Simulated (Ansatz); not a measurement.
Profile along the Ag–Ag line in Ag (fcc, Cu type)

Ag (fcc, Cu type)

```
Ag
1.0
    0.00000     2.02719     2.02719
    2.02719     0.00000     2.02719
    2.02719     2.02719     0.00000
Ag
1
Direct
  0.00000   0.00000   0.00000
```

Fields along a shortest Ag–Ag line of a {110} plane (2.87 Å), from Ag to Ag, interpolated on the slice's grid (step about 0.1 Å). The numbers are results of PBEsol (plane waves to 420 eV, PAW, scalar-relativistic; Ansatz, a first-principles code), not measurements. k mesh 20×20×20. These are valence fields of a PAW run, semicore shells included where kept as valence: close to a nucleus they are smooth pseudo fields. Ag was relaxed with its symmetry unable to fall.

```tsv
distance from Ag (Å)	valence electron density (e/Å³)	electron localisation function
0.00	21.14	x
0.14	19.61	x
0.29	15.73	x
0.43	10.90	x
0.57	6.45	0.57
0.72	3.21	0.48
0.86	1.37	0.37
1.00	0.63	0.26
1.15	0.36	0.19
1.29	0.25	0.17
1.44	0.23	0.17
1.58	0.25	0.17
1.72	0.36	0.19
1.87	0.63	0.26
2.01	1.37	0.37
2.15	3.21	0.48
2.30	6.45	0.57
2.44	10.90	x
2.58	15.73	x
2.73	19.61	x
2.87	21.14	x
```

x: too close to a nucleus for the ELF to mean much.

Density on the Ag–Ag line (2.87 Å) at its midpoint: 0.23 e/Å³. ELF at that point: 0.2.
